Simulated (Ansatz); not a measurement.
## Kick test of a cell of Si₇B

It was reached by relaxing an invented guess, and it needn't be the stable form of this composition.

All numbers below come from DFT PBE, scalar-relativistic, plane waves, PAW (Ansatz). Plane waves to 420 eV, a k mesh through Γ of 8×8×4 on the computed 8-atom cell and Gaussian smearing (0.10 eV); no spin polarisation.

The cell below (8 atoms, space group P-4m2 (No. 115)) is relaxed within its symmetry.

```xyz
8
Lattice="3.7015 0.0000 0.0000 0.0000 3.7015 0.0000 0.0000 0.0000 10.6689" Properties=species:S:1:pos:R:3 pbc="T T T"
Si    0.0000    0.0000    5.3345
Si    0.0000    1.8507    3.9010
Si    1.8507    0.0000    6.7679
Si    0.0000    1.8507    9.6716
Si    1.8507    0.0000    0.9973
Si    1.8507    1.8507    8.1711
Si    1.8507    1.8507    2.4978
B     0.0000    0.0000    0.0000
```

For the test it was strained at random (σ = 1.5 % a component), the atoms were moved at random (σ = 0.10 Å), and all was relaxed again on a coarse 6×6×2 mesh (in the run’s order of axes) with 0.20 eV smearing, with no symmetry imposed.

The cell is a metal run without spin; a magnetic state may lie lower.

Q: What happens?

A: It returns, within 1 meV/atom of the unmoved cell on that mesh and with the same symmetry when read at 0.1 Å. So it is stable against the distortions that fit this cell and that this random move excites. Modes that don't fit the cell aren't tested.
